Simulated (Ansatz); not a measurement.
The calculation used Ansatz 0.2.0, DFT PBE, scalar-relativistic, plane waves, PAW. All cells share a 420 eV cutoff and Γ-centred k meshes spaced at most about 0.3 Å⁻¹ (about 0.25 or finer for metals, 2π included). No spin polarisation in the final relaxations.

All energies are static (0 K, no zero-point motion).

Two relaxed structures of BeZn₄O:

A.

```xyz
6
Lattice="3.8355 0.0000 0.0000 0.0000 3.8355 0.0000 0.0000 0.0000 5.5702" Properties=species:S:1:pos:R:3 pbc="T T T"
Be    1.9178    1.9178    2.7851
Zn    1.9178    0.0000    4.1494
Zn    0.0000    1.9178    1.4208
Zn    1.9178    0.0000    1.4208
Zn    0.0000    1.9178    4.1494
O     0.0000    0.0000    0.0000
```

B.

```xyz
6
Lattice="4.2075 0.0000 0.0000 -2.1038 3.6438 0.0000 0.0000 0.0000 5.5022" Properties=species:S:1:pos:R:3 pbc="T T T"
Be    0.0000    0.0000    0.0000
Zn    0.0000    2.4292    0.0000
Zn    2.1038    1.2146    0.0000
Zn    0.0000    2.4292    2.7511
Zn    2.1038    1.2146    2.7511
O     0.0000    0.0000    2.7511
```

Question: Which would you expect to be lower, and how large is the difference?

Answer: A is lower, by 266 meV/atom. A has space group P4/mmm (No. 123), 13.7 Å³/atom and no gap on its mesh; B has space group P6/mmm (No. 191), 14.1 Å³/atom and no gap. Counting Be or Zn atoms around O (for each partner element, those within 1.25 times its shortest distance or 1.15 times the sum of covalent radii, where it is the nearest in units of that sum or under 1.3; the shortest distance is added where it is long for a bond), A has O 8 from 2.4 Å and B has O 6 from 2.4 Å. In A, Be has 8 Zn at 2.35 Å; Zn has 2 Be at 2.35 Å, 2 O at 2.39 Å and 6 Zn at 2.71–2.84 Å; around O lie 8 Zn at 2.39 Å. In B, Be is surrounded by 6 Zn at 2.43 Å and 2 O at 2.75 Å; Zn on its first site has 3 Be at 2.43 Å, 3 Zn at 2.43 Å and 2 Zn at 2.75 Å; O is surrounded by 6 Zn at 2.43 Å and 2 Be at 2.75 Å; 1 more site not described. Both come from invented guesses.

Cells relaxed within their symmetry can be saddle points.
